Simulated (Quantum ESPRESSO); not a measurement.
## Mg4S3Cl (a curve over one atom's position)

Simulated, not a measurement. The program is pw.x of Quantum ESPRESSO 7.5 (plane-wave density functional theory). The cell is made up: 8 atoms on a wurtzite lattice, with randomly drawn elements, strain and displacements, not relaxed. PseudoDojo standard norm-conserving files (v0.5 for PBE, v0.4.1 for LDA and PBEsol) set the functional; there is no spin polarisation, spin-orbit coupling or dispersion term, and the masses in the input are unused placeholders. A spin-polarised start on this cell or one of its family kept no moment.

Seven runs move atom 6 (Cl, counted in the order of the input) along y and keep all else fixed.

Input of the run at +0.0314:

```
&control calculation='scf', pseudo_dir='./dojo.nc.sr.pbe.v0_5.standard.upf', outdir='./o', disk_io='medium', tprnfor=.true., tstress=.true. /
&system ibrav=0, nat=8, ntyp=3, nbnd=43, ecutwfc=84.00895049, nosym=.true., tot_charge=0,
 occupations='smearing', smearing='fd', degauss=0.0073498644
/
&electrons conv_thr=7.350e-09, electron_maxstep=60, /
ATOMIC_SPECIES
Cl 1.0 Cl.upf
Mg 1.0 Mg.upf
S 1.0 S.upf
CELL_PARAMETERS angstrom
4.1405 -0.0491 -0.0539
-0.085 7.0134 -0.0461
-0.0881 -0.0434 6.5852
ATOMIC_POSITIONS angstrom
Mg -0.09 0.1222 0.1718
Mg 1.8542 3.5172 -0.1486
Mg 2.0034 1.175 3.278
Mg -0.132 4.8252 3.1645
S -0.2169 -0.1192 2.4113
Cl 1.9113 3.4972 2.3359
S 2.0108 1.2026 5.7003
S -0.1059 4.6604 5.6748
K_POINTS automatic
6 6 6 1 1 1
```

```
shift of atom 6 along y (Å)  free energy less that of the input shown (eV)  Fx on atom 6 (eV/Å)  Fy on atom 6 (eV/Å)  Fz on atom 6 (eV/Å)  pressure (GPa)  iterations
                    -0.1579                                         0.0729               -0.021                0.706               -0.107            2.81          10
                    -0.1276                                         0.0535               -0.018                0.584               -0.055            2.74          10
                    -0.0433                                         0.0164               -0.013                0.314                0.040            2.61          10
                    +0.0314                                         0.0000               -0.013                0.136                0.073            2.57          10
                    +0.0824                                        -0.0043               -0.014                0.038                0.074            2.57          10
                    +0.1280                                        -0.0042               -0.016               -0.038                0.061            2.58          10
                    +0.1535                                        -0.0027               -0.017               -0.077                0.049            2.60          10
```

A cubic fit gives dFy/dy = -2.32 eV/Å² at zero shift. Across the table the free energy follows the integral of the force to within 0.5 meV. A rerun of one of the cells at 1437 eV and a 8 x 8 x 8 mesh moved values by no more than 0.006 eV in energy, 0.05 GPa in stress and 0.008 eV/Å in force.